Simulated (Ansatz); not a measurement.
**SrAl$_{2}$H$_{2}$: settings compared (Ansatz)**

Launch command:

```bash
ansatz run input.yaml --threads 1 --pin off --max-ram 2560MiB --backend cpu --events-out ev --progress --plain --runs-dir out
```

Input:

```yaml
crystal:
  lattice:
    - [2.277078, 3.94401, 0.0]
    - [-2.277078, 3.94401, 0.0]
    - [0.0, 0.0, 4.751507]
  atoms:
    - { symbol: H, position: [0.3333, 0.3334, 0.0976] }
    - { symbol: H, position: [0.6667, 0.6666, 0.9024] }
    - { symbol: Al, position: [0.3333, 0.3334, 0.4589] }
    - { symbol: Al, position: [0.6667, 0.6666, 0.5411] }
    - { symbol: Sr, position: [0.0, 0.0, 0.0] }
  symmetry: { tolerance: 0.0003 }
kpoints:
  mp_grid: { grid: [5, 5, 4], shift: [0, 0, 0] }
magnetization:
  spin_polarized: false
scf:
  occupations: { method: tetrahedron }
hamiltonian:
  pseudopotentials: { kind: paw }
  xc: r2scan
basis:
  ecutwfc: 500
output:
  forces: true
  stress: true
  eigenvalues: true
relax:
  max_steps: 40
  cell: {}
```

Origin of the cell: a database entry, scaled a little.

Output of this run (shortened):

```
SCF iter   1: F=—  HF=-4669.609806 eV  Δρ=3.47e-3  dr2=1.69e-2  dr2_τ=1.73e-2
SCF iter   2: F=—  HF=-4669.656975 eV  Δρ=2.72e-3  dr2=1.06e-2  dr2_τ=1.16e-4  defer=7
SCF iter   3: F=—  HF=-4669.655981 eV  Δρ=6.52e-4  dr2=9.25e-4  dr2_τ=1.13e-4  defer=7
SCF iter   4: F=—  HF=-4669.656295 eV  Δρ=4.40e-4  dr2=2.36e-4  dr2_τ=2.90e-6  defer=7
SCF iter   5: F=—  HF=-4669.656415 eV  Δρ=8.39e-5  dr2=1.22e-5  dr2_τ=1.94e-7  defer=7
SCF iter   6: F=—  HF=-4669.656457 eV  Δρ=2.74e-5  dr2=1.27e-6  dr2_τ=2.56e-8  defer=7
SCF iter   7: F=—  HF=-4669.656456 eV  Δρ=6.99e-6  dr2=7.98e-8  dr2_τ=3.11e-9  defer=7
SCF iter   8: F=—  HF=-4669.656455 eV  Δρ=2.36e-6  dr2=4.54e-9  dr2_τ=8.32e-10  defer=7
SCF iter   9: F=—  HF=-4669.656455 eV  Δρ=4.43e-7  dr2=2.11e-10  dr2_τ=4.80e-12  defer=7
SCF iter  10: F=-4669.656455 eV  HF=-4669.656455 eV  Δρ=7.26e-8  dr2=6.45e-12  dr2_τ=6.62e-13
relax step   1: F+E_penalty+E_count = -4669.656455 eV  Δ(F+E_penalty+E_count) = +0.000e0 eV  max|allowed force component| = 1.367e-1 eV/Å  Δτ_max = 0.0000 Å  P = -0.884 GPa  Ω = 85.345 Å³  (10 SCF iters, accepted)
relax step   2: F+E_penalty+E_count = -4669.661329 eV  Δ(F+E_penalty+E_count) = -4.874e-3 eV  max|allowed force component| = 7.882e-2 eV/Å  Δτ_max = 0.0179 Å  P = +0.263 GPa  Ω = 83.763 Å³  e […]
relax step   3: F+E_penalty+E_count = -4669.662270 eV  Δ(F+E_penalty+E_count) = -9.409e-4 eV  max|allowed force component| = 1.803e-2 eV/Å  Δτ_max = 0.0111 Å  P = +0.039 GPa  Ω = 84.187 Å³  e […]
relax step   4: F+E_penalty+E_count = -4669.662131 eV  Δ(F+E_penalty+E_count) = +1.391e-4 eV  max|allowed force component| = 3.991e-3 eV/Å  Δτ_max = 0.0053 Å  P = -0.035 GPa  Ω = 84.383 Å³  e […]
relax step   5: F+E_penalty+E_count = -4669.662035 eV  Δ(F+E_penalty+E_count) = +9.557e-5 eV  max|allowed force component| = 4.010e-3 eV/Å  Δτ_max = 0.0000 Å  P = -0.036 GPa  Ω = 84.383 Å³  stress off target by 3.90e-2 GPa […]
SCF 5 converged in 5 iterations: F = -4669.662035 eV  dr2 = 3.44e-12
basis re-selected at this cell: Δ(F+E_penalty+E_count) = +9.557e-5 eV, ΔP = -0.000 GPa vs the last step (what re-selecting the basis moved, of the pressure what is left beyond the Pulay corre […]
SCF converged after 5 iterations
Stability not checked: this state was not tested for a lower state beside it, because cold or Methfessel-Paxton smearing, or corrected tetrahedra, fill the levels in a way that the test cannot read (fill_not_monotonic; […]
Free energy (F): -4669.662035 eV
Harris-Foulkes:  -4669.662035 eV  (|F-HF|=1.82e-12)
Internal energy: -4669.661941 eV  (E = F + TS)
E sigma→0 (E₀):  -4669.662035 eV
Entropy (-TS):   -0.000095 eV (-0.019 meV/atom)
Fermi energy:    6.549198 eV
--- Per-component energies (eV) ---
  E_band       = -113.592001
  E_kinetic    = 317.186505
  E_local      = -732.828889  (includes V_loc(G=0)·N_el)
  E_nonlocal   = 224.061274
  E_hartree    = 189.361173
  E_xc         = -254.259498
  E_vxc        = -263.164937  (∫ρ·V_xc dr)
  E_paw        = -3663.392795  (= ΣΔE_a)
  E_vpaw       = -50.153435  (= ΣTr[D̂ρ^β])
  E_aug_tail   = -0.000863  (compensation charges beyond the density's cutoff)
  E_vtau       = 12.585962  (kinetic-family band-sum trace: ∫τ·v_τ [+ j·A + Jᵃ·Aᵃ] dr)
  E_ewald      = -749.522596
  E_core_change = -0.266253  (= ΣΔE_core)
  E_smearing   = -0.000095  (= −TS)
  Σ components = -4669.662035   (vs F -4669.662035, Δ=0.00e0)
--- Forces (eV/Å), atoms counted from 1 ---
  atom   1  H      0.000000     0.000000    -0.004010
  atom   2  H     -0.000000    -0.000000     0.004010
  atom   3  Al     0.000000     0.000000    -0.002413
  atom   4  Al    -0.000000    -0.000000     0.002413
  atom   5  Sr     0.000000    -0.000000     0.000000
  max |Σ_I F_I| component: 1.45e-19 eV/Å
--- Stress (GPa, compression-positive) ---
       -0.039024      -0.000000      -0.000000
       -0.000000      -0.039024      -0.000000
       -0.000000      -0.000000      -0.029535
  P = ⅓ Tr σ = -0.0359 GPa (-0.359 kbar)
--- Relaxed structure (4 steps of the walk, 4 accepted, 1 SCFs on fresh bases) ---
  F+E_penalty+E_count = -4669.662035 eV   max|allowed force component| = 4.010e-3 eV/Å   (the final SCF, on the basis selected at the relaxed cell)
  cell:  # Å, volume = 84.3830 Å³
    - [2.265344, 3.923691, 0.0]
    - [-2.265344, 3.923691, 0.0]
    - [0.0, 0.0, 4.746748]
  atoms:
    - { symbol: H, position: [0.333333, 0.333333, 0.101485] }
    - { symbol: H, position: [0.666667, 0.666667, 0.898515] }
    - { symbol: Al, position: [0.333333, 0.333333, 0.459072] }
    - { symbol: Al, position: [0.666667, 0.666667, 0.540928] }
    - { symbol: Sr, position: [0.0, 0.0, -1.460e-19] }
```

The same input was run again with these changes:

1. `kpoints.mp_grid.shift` [0, 0, 0] → [0.5, 0.5, 0.5]
2. `basis.ecutwfc` 500 → "300 eV"
3. `basis.xc_grid` default → 2
4. `scf.eigensolver.kind` default → davidson

```
 run        end  SCF iterations  volume (Å³/atom)  max force component (eV/Å)  moment (μB)  ΔE(σ→0) (meV/atom)
base  converged              38             16.88                       0.004            –                   0
   1  converged              39             16.89                       0.001            –               -8.44
   2  converged              64             16.92                       0.002            –               24.89
   3  converged              38             16.87                       0.004            –                0.02
   4  converged              37             16.88                       0.004            –                0.00
```

Energies are compared only where functional, datasets, charge and starting cell are the same.

Not properties of the system: run 2 (too coarse or loose: `basis.ecutwfc` = "300 eV").

Caveats of the base run: forces and stress under tetrahedra may miss the slope of the energy; the k mesh is coarse if the cell is a metal; the relaxation held the start's symmetry, so the end may be a saddle point.

Run 1: the k mesh keeps only part of the crystal's symmetry.
Run 2: the cutoff lies below the datasets' advice.

The base run ran for 18 s on 1 thread of AMD EPYC 7R13 Processor (Zen 3), with other jobs on the host, peak memory 0.57 GiB, from the program's own first density.
